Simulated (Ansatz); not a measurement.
CsSrF3 (cubic perovskite)

```yaml
crystal:
  lattice:
    - [4.76395, 0.00000, 0.00000]
    - [0.00000, 4.76395, 0.00000]
    - [0.00000, 0.00000, 4.76395]
  atoms:
    - { symbol: Cs, position: [0.00000, 0.00000, 0.00000] }
    - { symbol: Sr, position: [0.50000, 0.50000, 0.50000] }
    - { symbol: F, position: [0.00000, 0.50000, 0.50000] }
    - { symbol: F, position: [0.50000, 0.00000, 0.50000] }
    - { symbol: F, position: [0.50000, 0.50000, 0.00000] }
```

The slice is a {210} plane (indices of the conventional cell) through the point (0.500, 0.000, 0.500) (fractional), spanned by u = [100] and v = [021] in vectors of this cell: u (4.76 Å) and v (10.65 Å, at 90° to u). It covers one period; positions are fractions (u, v).

Method: r2SCAN (plane waves to 500 eV, PAW, scalar-relativistic; Ansatz, a quantum-chemistry and plane-wave program). k mesh 7×7×7. Inside the PAW spheres the values are not all-electron values, and peaks at nuclei hang on which shells count as valence. CsSrF3 was relaxed with its symmetry unable to fall.

Q: Predict the map of the valence electron density on the slice.

A: 
```
|98753222223578|
|77643222223467|
|55433333333345|
|54433344433344|
|55433444443345|
|65543455543455|
|65543455543455|
|55543444443455|
|55433334333345|
|55433333333345|
|54433344433344|
|44334555554334|
|33345666665433|
|22346777776432|
|22356776776532|
|22456760676542|
|22356776776532|
|22346777776432|
|33345666665433|
|44334555554334|
|54433344433344|
|55433333333345|
|55433334333345|
|55543444443455|
|65543455543455|
|65543455543455|
|55433444443345|
|54433344433344|
|55433333333345|
|77643222223467|
|98753222223578|
|99754222224579|
```
Scale: ten equal steps from -3.00 (start of '0') to 1.15 (end of '9'), in the order '0123456789'. Values: log₁₀ of the valence density in e/Å³. The map has 14 points along u (one character each, u = 0 at the left) and 32 along v (v = 0 in the bottom row). The scale is logarithmic, as a density can span decades between atoms and voids; values under 0.001 e/Å³ are set to 0.001.
